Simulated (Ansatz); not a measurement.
Method: r2SCAN, no spin polarisation; PAW, plane waves to 500 eV, 7×7×7 Γ-centred mesh, fermi-dirac occupations (width 0.1 eV) (Ansatz 0.2.0), atoms fixed.

Computed maps in the lattice plane spanned by b (left to right, 5.14 Å, 16 points from zero) and c (bottom to top, 5.14 Å, 16 points from zero), 90° apart, at height 0.250 along a. The fields are smooth PAW ones with compensation charges, not the true ones near nuclei.

Valence density. Digits on a logarithmic scale: 0 up to 0.03 e/Å³, each further digit a factor of 1.6, 9 from 1.3 e/Å³ up:
```
5544332234577766
5443221235899986
5432112347999997
5321112357999997
4321123457999997
3212234456899985
3223344556677754
2334555565555433
3457776655443322
3589998654432212
4799999754321123
5799999753211123
5799999743211234
5689998532122344
5667775432233445
6555543323345555
```

ELF. Ten even steps from '0' (0.03) to '9' (0.55):
```
9975321112355447
6763100123699964
4531000225997994
3310001335973795
2200013544997995
2100136764699963
1112357997445532
1122346999643221
1235544799753211
2369996467631001
2599799445310002
3597379533100013
4499799522000135
6469996321001367
9744553211123579
9964322111223469
```

Q: The cell is TePd₂. Which atoms lie within 0.2 Å of this plane, and where (fractions of b and c)?

A: Pd at (0.25, 0.25), Pd at (0.75, 0.75). The whole cell:
```
Te Pd
1.0
     5.13522    0.00000    0.00000
     0.00000    5.13522    0.00000
     0.00000    0.00000    5.13522
Te Pd
2 4
Cartesian
  0.0000 0.0000 0.0000
  2.5676 2.5676 2.5676
  1.2838 1.2838 1.2838
  1.2838 3.8514 3.8514
  3.8514 3.8514 1.2838
  3.8514 1.2838 3.8514
```

Origin: a known structure type with other elements, at an estimated volume, so it need not be a known compound. Caveats: many states at the Fermi level without spin polarisation, so a magnetic state may lie lower; atoms or cell far from equilibrium.
